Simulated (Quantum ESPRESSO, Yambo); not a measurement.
AgNO3 (space group R3c, No. 161): one geometry, one set of norm-conserving PBEsol (Quantum ESPRESSO, 84 Ry, no spin-orbit coupling) orbitals, self-energies from Yambo (2×2×2 Γ-centred k mesh, bands 9 to 199 and a 7 Ry block in the screening, 199 bands in G with the Bruneval-Gonze terminator, plasmon pole fitted at 27.2 eV).

```tsv
level	gap F → Γ (eV)	direct gap at Γ (eV)
PBEsol (Quantum ESPRESSO)	1.78	1.90
exchange only (Hartree-Fock self-energy on PBEsol orbitals)	12.00	12.17
static COHSEX@PBEsol	4.77	4.98
G0W0@PBEsol, plasmon pole	…	…
G0W0@PBEsol, multipole fit to 8 frequencies, no terminator	4.02	4.22
G0W0@PBEsol, plasmon pole, no terminator	…	…
```

### Question
Some entries are withheld; supply them.

### Answer

- G0W0@PBEsol, plasmon pole, gap F → Γ (eV): 4.14
- G0W0@PBEsol, plasmon pole, direct gap at Γ (eV): 4.37
- G0W0@PBEsol, plasmon pole, no terminator, gap F → Γ (eV): 4.13
- G0W0@PBEsol, plasmon pole, no terminator, direct gap at Γ (eV): 4.35

Bare exchange has no screening and gives the widest gap; static COHSEX screens it but leaves out the frequency dependence, which G0W0 restores. The mesh misses a band edge: along a dense path the PBEsol gap is 1.72 eV against 1.78 eV on the mesh.

Nearest settings tried, and what they do to the gap: 136 bands in W, 136 bands in G: +42 meV; 6 Ry block (219 vectors against 261): +15 meV. Not varied: mesh. So the settings aren't converged at that level. The k mesh is coarse.

Geometry of the Materials Project entry, not relaxed at this level; primitive cell a = 6.2017 Å, b = 6.2017 Å, c = 6.2017 Å, α = 49.09°, β = 49.09°, γ = 49.09°.

The structure is a Materials Project entry; no match was found in the copy of COD used, and its stability was not checked.
